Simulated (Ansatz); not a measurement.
Q: NbIr (rock salt, Fm-3m) is relaxed with PBE (plane waves, PAW; program Ansatz). What lattice parameters of the conventional cell result?

A: a = 5.271 Å.

The start of the workflow was typed in or built on a structure type; neither database checked (COD, Materials Project) lists it. COD files the formula under space group No. 123, so this cell is another polymorph or a model. Its standing as an ambient phase is unchecked. The PBE relaxation kept the symmetry of its start; its stability against distortions is not shown here. No spin polarisation was allowed. Spin–orbit coupling is left out wherever it is not named.

Potentials: the earlier of the program's two PAW sets.
